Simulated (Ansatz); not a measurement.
Generalised stacking fault of CaF2 (fluorite) on the {100} plane. The cell below holds the perfect crystal with the plane normal along z; tilting its third vector by the shift puts one fault into each cell, between planes 1.38 Å apart, at fixed cell height.

```
CELL_PARAMETERS angstrom
      3.89684     0.00000     0.00000
      0.00000     3.89684     0.00000
      1.94842     1.94842     8.26644
ATOMIC_POSITIONS crystal
  Ca 0.00000 0.00000 0.91667
  Ca 0.33333 0.33333 0.25000
  Ca 0.66667 0.66667 0.58333
  F  0.91667 0.41667 0.08333
  F  0.25000 0.75000 0.41667
  F  0.58333 0.08333 0.75000
  F  0.41667 0.91667 0.08333
  F  0.75000 0.25000 0.41667
  F  0.08333 0.58333 0.75000
```

In-plane vectors a = (3.897, 0.000) Å, b = (0.000, 3.897) Å, area 15.19 Å². The shift is s times the vector a (length 3.897 Å), so s = 1 restores the start. Atoms relax along the normal only. γ = [E(shift) − E(0)] / area.

These are PBE (plane waves to 420 eV, PAW, scalar-relativistic; Ansatz, a program for electronic structure) values and carry that method's errors. k mesh 7×7×7 (Γ-centred), Fermi-Dirac smearing 0.05 eV. Energies are extrapolated to zero smearing. Compression counts positive. Some relaxations began with atoms very close together and may have settled on another branch. Faults lie only 8.3 Å apart, and holding the cell height raises γ above its relaxed value. CaF2 was relaxed with its symmetry unable to fall. γ is measured from zero shift.

```
shift (Å)  γ·area (meV/cell)  σ normal to the fault (GPa)
---------  -----------------  ---------------------------
0.000                      0                          0.0
0.325                      …                          0.7
0.649                    304                          2.4
0.974                    557                          4.1
1.299                    804                          5.5
1.624                      …                          6.2
1.948                      …                          6.5
2.273                      …                          6.2
2.598                    804                          5.5
2.923                    557                          4.1
3.247                    304                          2.4
3.572                      …                          0.7
```

Q: Some entries are withheld; supply them.

A: 
- 0.325, γ·area (meV/cell): 96
- 1.624, γ·area (meV/cell): 986
- 1.948, γ·area (meV/cell): 1053
- 2.273, γ·area (meV/cell): 986
- 3.572, γ·area (meV/cell): 96

(The slope of γ gives the shear force per area between the displaced halves; near zero shift its curvature is an elastic stiffness.)
